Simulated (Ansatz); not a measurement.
A geometry of C away from equilibrium: the start of the relaxation of a generated cell, C placed in the lonsdaleite structure type. Computed with PBEsol (plane waves to 420 eV, PAW, scalar-relativistic; Ansatz, a program for electronic structure). Γ-centred k-mesh 10×10×6 on the run's cell (coarser than for final values), Fermi–Dirac smearing 0.05 eV.

```xyz
4
Lattice="2.5080 0.0000 0.0000 -1.2540 2.1720 0.0000 0.0000 0.0000 4.1830" Properties=species:S:1:pos:R:3:forces:R:3 pbc="T T T" free_energy=-986.556 pressure_GPa=-5.0
C      0.0000     1.4480     0.2508    0.0000    0.0000    0.7878
C      1.2540     0.7240     2.3423    0.0000    0.0000    0.7878
C      1.2540     0.7240     3.9322    0.0000    0.0000   -0.7878
C      0.0000     1.4480     1.8407    0.0000    0.0000   -0.7878
```

Positions in Å, forces in eV/Å, free energy of the cell in eV (comparable only within this code, potentials and settings). Largest force: 0.79 eV/Å, on C1, C2, C3, C4 (atoms numbered as listed); the geometry lies 0.01 eV/atom above the end of its relaxation.

No spin polarisation in the result.

The run could not lose the symmetry of its start; a randomly shaken copy of 8 atoms returns to this structure.
